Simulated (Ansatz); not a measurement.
# Perovskite alloy of BaZrO3 and BaHfO3 (5 of 8 Zr sites exchanged), 40 atoms

Ansatz, PAW, plane waves. PBEsol relaxation of volume and atoms (shape held) at the single k point (¼, ¼, ¼) without its symmetry partners; single points on the relaxed atoms at the single k point (¼, ¼, ¼) without its symmetry partners, onto which points of the small cell's zone fold. Arrangement: random. No spin–orbit coupling unless named.

Relaxed structure:

```xyz
40
Lattice="8.3289 0.0000 0.0000 0.0000 8.3289 0.0000 0.0000 0.0000 8.3289" Properties=species:S:1:pos:R:3 pbc="T T T"
Ba    8.3268    8.3248    8.3271
Ba    8.3249    0.0013    4.1611
Ba    8.3240    4.1629    8.3221
Ba    8.3283    4.1583    4.1646
Ba    4.1630    0.0003    8.3233
Ba    4.1671    8.3245    4.1661
Ba    4.1663    4.1571    8.3273
Ba    4.1647    4.1625    4.1612
Zr    2.0814    2.0792    2.0797
Zr    2.0813    6.2437    6.2443
Zr    6.2457    6.2437    2.0796
Hf    2.0812    2.0793    6.2442
Hf    2.0813    6.2437    2.0797
Hf    6.2458    2.0792    2.0797
Hf    6.2457    2.0792    6.2441
Hf    6.2457    6.2437    6.2441
O     2.1117    1.9585    8.3196
O     2.0513    2.2003    4.1690
O     2.0467    6.3655    0.0037
O     2.1163    6.1225    4.1561
O     6.2169    2.1844    8.3257
O     6.2750    1.9742    4.1628
O     6.2814    6.1373    8.3195
O     6.2104    6.3500    4.1688
O     8.3215    2.0167    2.0492
O     8.3274    2.1301    6.2751
O     0.0051    6.3065    2.1164
O     8.3214    6.1923    6.2082
O     4.1704    2.1421    2.1108
O     4.1642    2.0286    6.2133
O     4.1576    6.1811    2.0434
O     4.1703    6.2954    6.2804
O     2.1442    8.3204    2.2018
O     2.0299    0.0037    6.1226
O     2.0186    4.1672    1.9581
O     2.1331    4.1551    6.3663
O     6.1832    0.0035    1.9723
O     6.2967    8.3271    6.3493
O     6.3086    4.1549    2.1872
O     6.1953    4.1604    6.1393
```

Question: What are the mean bond lengths by pair (pairs within 1.2 times the sum of covalent radii, less contacts 15 % beyond the pair's median; cation–cation pairs of compounds aside; long ionic contacts are cut short by that bound)?

Answer: Ba–O 2.946 ± 0.076 Å (standard deviation, 96 bonds); Hf–O 2.081 ± 0.003 Å (standard deviation, 30 bonds); O–Zr 2.092 ± 0.001 Å (standard deviation, 18 bonds).

Question: What gap lies between the top filled and the lowest empty level in the single points?

Answer: HSE06 5.91 eV (17 s on NVIDIA GB300). Away from Γ this isn't the crystal's band gap.
